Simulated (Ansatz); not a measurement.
The relaxed structure here is a generated cell of ZrGe: the first start was made by placing the elements on the sites of a structure type, and the end was not matched to a known phase here, so it may be hypothetical.

The start is a generated cell, ZrGe placed in the AFLOW prototype AB_oI4_44_a_b (as in GaAs). The structure is fully relaxed (lattice and positions, P = 0) with r2SCAN (plane waves to 500 eV, PAW, scalar-relativistic; Ansatz, a program for electronic structure). The first steps use a coarse 9×9×9 k-mesh.

Starting cell:
```yaml
crystal:
  lattice:
    - [-2.69008, 2.76309, 1.47982]
    - [2.69008, -2.76309, 1.47982]
    - [2.69008, 2.76309, -1.47982]
  atoms:
    - { symbol: Ge, position: [0.00000, 0.00000, 0.00000] }
    - { symbol: Zr, position: [0.57500, 0.07500, 0.50000] }
```

Initial pressure: -9 GPa (negative: the cell is under tension)
Largest initial force: about 0.2 eV/Å, on Ge1, Zr2 (atoms numbered as listed)
Energy released: 0.43 eV/atom
Volume change: -7.0 %, from 22.00 to 20.47 Å³/atom
Shortest distances (start → end): The closest pairs of elements (up to four, under 3.6 Å), start → end: Ge–Zr 2.77 → 2.74 Å; Ge–Ge 2.96 → 3.87 Å; Zr–Zr 2.96 → 3.87 Å
Optimiser moves: 16

The end point of the relaxation:

```cif
data_Ge4Zr4
_chemical_formula_sum 'Ge4 Zr4'
_space_group_name_H-M_alt 'Fm-3m'
_space_group_IT_number 225
_space_group_name_Hall '-F 4 2 3'
_cell_length_a 5.47091
_cell_length_b 5.47091
_cell_length_c 5.47091
_cell_angle_alpha 90.000
_cell_angle_beta 90.000
_cell_angle_gamma 90.000
loop_
_atom_site_label
_atom_site_type_symbol
_atom_site_symmetry_multiplicity
_atom_site_Wyckoff_symbol
_atom_site_fract_x
_atom_site_fract_y
_atom_site_fract_z
_atom_site_occupancy
Ge1 Ge 4 a 0.00000 0.00000 0.00000 1
Zr1 Zr 4 b 0.50000 0.50000 0.50000 1
```
(The calculation used a cell of 2 atoms; values per cell refer to that cell.)

Final values are on a 15×15×15 k-mesh of the relaxed cell. No spin polarisation in the result.

The run could not lose the symmetry of its start, so the end can be a saddle point.
